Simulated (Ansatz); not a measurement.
Ni (simple cubic, Pm-3m) at seven volumes, DFT-r²SCAN in the program Ansatz with PAW potentials, scaled uniformly. One row is withheld.

| V (Å³/atom) | P (GPa) |
|---|---|
| 11.140 | ? |
| 11.508 | 10.93 |
| 11.875 | 5.15 |
| 12.242 | 0.00 |
| 12.609 | -4.39 |
| 12.977 | -8.07 |
| 13.344 | -11.16 |

Task: Fit the shown pressures and predict the withheld one.

Result: P = (3/2)B₀(x^(7/2) − x^(5/2))[1 + (3/4)(B′ − 4)(x − 1)] with x = (V₀/V)^(2/3). Least squares on the six rows gives V₀ = 12.242 Å³/atom, B₀ = 156 GPa, B′ = 4.22. At V = 11.140, x = 1.0649 and P = 17.96 GPa. The run itself gave 17.07 GPa.

The cell is a constructed one: a structure type filled with these elements; neither database checked (COD, Materials Project) lists it. It is not the phase usual at ambient conditions (space group No. 225). Symmetry was held in the r²SCAN relaxation; its stability against distortions is not shown here. Magnetic state: ferromagnetic, chosen from 3 collinear starts compared on coarse meshes (ties went to the first, and starts can fall back to one state), not a proven ground state. Other orbital occupations within this spin state were not tried.

Potentials: the later of the program's two PAW sets.
